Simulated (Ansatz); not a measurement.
LiZn, DFT, LDA, all-electron PAW with datasets made for the crystal, scalar-relativistic (Ansatz 0.2.0), run on 1 thread of Arm Neoverse V2 on a shared host.

The cell comes from COD entry 1539532, which wasn't checked; take it as a given geometry. It is an old determination, and later ones may differ. The listed cell was then made from it by scaling, straining or moving an atom.

Command: `ansatz run input.yaml --threads 1 --pin off --max-ram 4096MiB --backend cpu --events-out ev --progress --plain --runs-dir out`

```yaml
crystal:
  lattice:
    - [0.0, 3.17322, 3.111]
    - [3.17322, 0.0, 3.111]
    - [3.17322, 3.17322, 0.0]
  atoms:
    - { symbol: Li, position: [0.5, 0.5, 0.5] }
    - { symbol: Li, position: [0.75, 0.75, 0.75] }
    - { symbol: Zn, position: [0.0, 0.0, 0.0] }
    - { symbol: Zn, position: [0.25, 0.25, 0.25] }
kpoints:
  mp_grid: { grid: [9, 9, 9] }
scf:
  occupations: { method: fermi_dirac, width: 0.08 }
hamiltonian:
  xc: lda
  pseudopotentials: { kind: all_electron, datasets: crystal }
output:
  forces: true
  stress: true
  eigenvalues: true
  efg: { contact_densities: true }
```

(1) How large is the problem that the program sets up?

(2) About how long does it take, and how much memory does it use?

(3) And the same cell and mesh by PAW with the default files, asked for forces, stress, eigenvalues, efg, on the same hardware?

Results:

(1) 75 irreducible k-points, 535 plane waves at Γ, 17 bands.

(2) 14 s of wall time for 9 SCF iterations, with a peak of 0.5 GiB. Times on shared machines scatter by tens of per cent.

(3) 6.7 s, peak memory 0.39 GiB.
